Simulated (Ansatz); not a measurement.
Be₂Ru (cubic Laves (MgCu2 type), Fd-3m), the program Ansatz at the PBE level (PAW), all energies at zero smearing, with the estimated change up to a 700 eV cutoff added, with one set of potentials and settings (totals compare only within such a set). Cell of 6 atoms (4 Be, 2 Ru): -12130.537 eV.

| element | reference phase | E (eV/atom) |
|---|---|---|
| Be | P6_3/mmc, 2 atoms in the cell | -92.7621 |
| Ru | P6_3/mmc, 2 atoms in the cell | -5878.7331 |

Formation energy per atom, worked out: (-12130.537 − 4×(-92.7621) − 2×(-5878.7331))/6 = -0.337 eV/atom (-33 kJ per mol of atoms), at 0 K, without zero-point energy or fitted corrections.

The cell is a constructed one: a structure type filled with these elements; neither database checked (COD, Materials Project) lists it. Whether it is the stable phase at ambient conditions was not checked. The PBE relaxation kept the symmetry of its start; its stability against distortions is not shown here. No spin polarisation was allowed. The references are the lowest solids computed at this level, not always the standard phases.

Potentials: the earlier of the program's two PAW sets.
